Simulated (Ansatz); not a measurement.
A geometry of Ag away from equilibrium: step 14 of the relaxation of a generated trial cell of Ag in the AFLOW prototype A_hR2_166_c (A7, as in As). Calculation: PBEsol (plane waves to 420 eV, PAW, scalar-relativistic; Ansatz, an electronic-structure program). Γ-centred k-mesh 11×11×11 on the run's cell (coarser than for final values), Fermi–Dirac smearing 0.05 eV.

```yaml
crystal:
  lattice:
    - [1.50853, 0.87095, 4.17685]
    - [-1.50853, 0.87095, 4.17685]
    - [0.00000, -1.74190, 4.17685]
  atoms:
    - { symbol: Ag, position: [0.25000, 0.25000, 0.25000] }
    - { symbol: Ag, position: [0.75000, 0.75000, 0.75000] }
```

Task: Which atoms carry the largest force, and which way does it point?

Result: No atom: all forces are below 0.005 eV/Å; only the cell is out of equilibrium.

Task: What is the pressure?

Result: +4.8 GPa, compression positive.

Task: How far above the relaxed end point is this geometry?

Result: 0.10 eV/atom; the path ends in Fm-3m (No. 225) (fcc (Cu type)).

No spin polarisation in the result.

The run could not lose the symmetry of its start.
